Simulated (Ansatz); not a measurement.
LiCa₂CuN₂ in space group P4_2/mnm (No. 136; Li on 2a, Ca on 4d, Cu on 2b, N on 4f) at seven volumes, the program Ansatz at the HSE06 level (PAW), shape and atoms relaxed at each. One row is withheld.

```csv
V (Å³/atom),P (GPa)
13.884,9.20
14.341,5.66
14.799,2.62
15.257,0.00
15.714,?
16.172,-4.19
16.630,-5.86
```

Problem. Fit the shown pressures and predict the withheld one.

Solution. Third-order Birch–Murnaghan: P = (3/2)B₀(x^(7/2) − x^(5/2))[1 + (3/4)(B′ − 4)(x − 1)] with x = (V₀/V)^(2/3). Least squares on the six rows gives V₀ = 15.257 Å³/atom, B₀ = 80.79 GPa, B′ = 3.99. At V = 15.714, x = 0.9805 and P = -2.25 GPa. The run itself gave -2.25 GPa.

The first step of the workflow began from a Materials Project structure, measured or hypothetical; the Crystallography Open Database copy checked does not list it. With Li and Cu taken as one species the cell has the higher symmetry P4_2/mmc, so it may be an ordered model of a mixed-site phase. Whether it is the stable phase at ambient conditions was not checked. The cell was relaxed with HSE06 under the symmetry of its start; its stability against distortions is not shown here. The run is not spin-polarised.

Potentials: the later of the program's two PAW sets.
